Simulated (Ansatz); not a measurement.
SiS2 (SiS2 type, space group Ibam)

```yaml
crystal:
  lattice:
    - [-2.90113, 4.94798, 2.77258]
    - [2.90113, -4.94798, 2.77258]
    - [2.90113, 4.94798, -2.77258]
  atoms:
    - { symbol: S, position: [0.88524, 0.80031, 0.68556] }
    - { symbol: S, position: [0.38524, 0.69969, 0.08493] }
    - { symbol: S, position: [0.61476, 0.30031, 0.91507] }
    - { symbol: S, position: [0.11476, 0.19969, 0.31444] }
    - { symbol: Si, position: [0.75000, 0.75000, 0.00000] }
    - { symbol: Si, position: [0.25000, 0.25000, 0.00000] }
```

The slice is a (-1 1 0) plane (indices of the conventional cell) through the point (0.750, 0.750, 0.000) (fractional), spanned by u = [110] and v = [112] in vectors of this cell: u (5.55 Å) and v (11.47 Å, at 90° to u). It covers one period; positions are fractions (u, v).

All values below come from r2SCAN (plane waves to 500 eV, PAW, scalar-relativistic; Ansatz, a program for electronic structure). k mesh 8×8×8. These are valence fields of a PAW run, semicore shells included where kept as valence: close to a nucleus they are smooth pseudo fields. SiS2 was relaxed with its symmetry unable to fall.

Predict the map of the valence electron density on the slice.


```
|578777765676676|
|788888876665566|
|689999876544445|
|579999864322223|
|469999853100002|
|358998641000000|
|136776521011110|
|123444211244432|
|101111012567763|
|300000014689985|
|420000135899996|
|532222346899997|
|654444567899998|
|766556667888888|
|567667656777787|
|257767633676775|
|567667656777787|
|766556667888888|
|654444567899998|
|532222346899997|
|420000135899996|
|300000014689985|
|101111012567763|
|123444211244432|
|136776521011110|
|358998641000000|
|469999853100002|
|579999864322223|
|689999876544445|
|788888876665566|
|578777765676676|
|257767633676775|
```
Scale: ten equal steps from -1.79 (start of '0') to 0.06 (end of '9'), in the order '0123456789'. Values: log₁₀ of the valence density in e/Å³. The map has 15 points along u (one character each, u = 0 at the left) and 32 along v (v = 0 in the bottom row). The scale is logarithmic, as a density can span decades between atoms and voids.
